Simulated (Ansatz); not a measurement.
ZnO:
```
CELL_PARAMETERS angstrom
      2.97688     0.00000     0.00000
     -1.48844     2.57806     0.00000
      0.00000     0.00000     5.12554
ATOMIC_POSITIONS crystal
  Zn 0.00000 0.00000 0.00000
  Zn 0.00000 0.00000 0.50000
  O  0.33333 0.66667 0.25000
  O  0.66667 0.33333 0.75000
```

Relaxed with r²SCAN. Special points in fractions of this cell's reciprocal vectors: Γ (0.000, 0.000, 0.000); M (0.500, 0.000, 0.000); K (0.333, 0.333, 0.000); A (0.000, 0.000, 0.500); L (0.500, 0.000, 0.500); H (0.333, 0.333, 0.500).

Question: List the band energies nearest the valence-band maximum at these points for the program Ansatz at the r²SCAN level (PAW).

Answer: In eV from the valence-band maximum; about four levels below and three above (degenerate sets whole), none deeper than 8.9 eV; … stands for higher levels left out; points with the same levels are listed once.

| k | below | above |
|---|---|---|
| Γ | -1.27 -1.27 0.00 0.00 | 1.36 6.39 … |
| M | -3.49 -2.60 -0.75 -0.05 | 6.83 7.28 … |
| K | -2.12 -2.12 -1.85 -1.85 | 6.91 8.82 … |
| A | -0.55 -0.55 -0.55 -0.55 | 4.47 4.47 … |
| L | -1.42 -1.42 -1.20 -1.20 | 5.89 5.89 … |
| H | -3.33 -3.33 -0.34 -0.34 | 8.17 8.17 … |

Space group P6_3/mmc (NiAs type). The start of the workflow was typed in or built on a structure type; the Crystallography Open Database copy checked does not list it. It is not the phase usual at ambient conditions (space group No. 186). The r²SCAN relaxation kept the symmetry of its start; its stability against distortions is not shown here.

Potentials: the later of the program's two PAW sets.
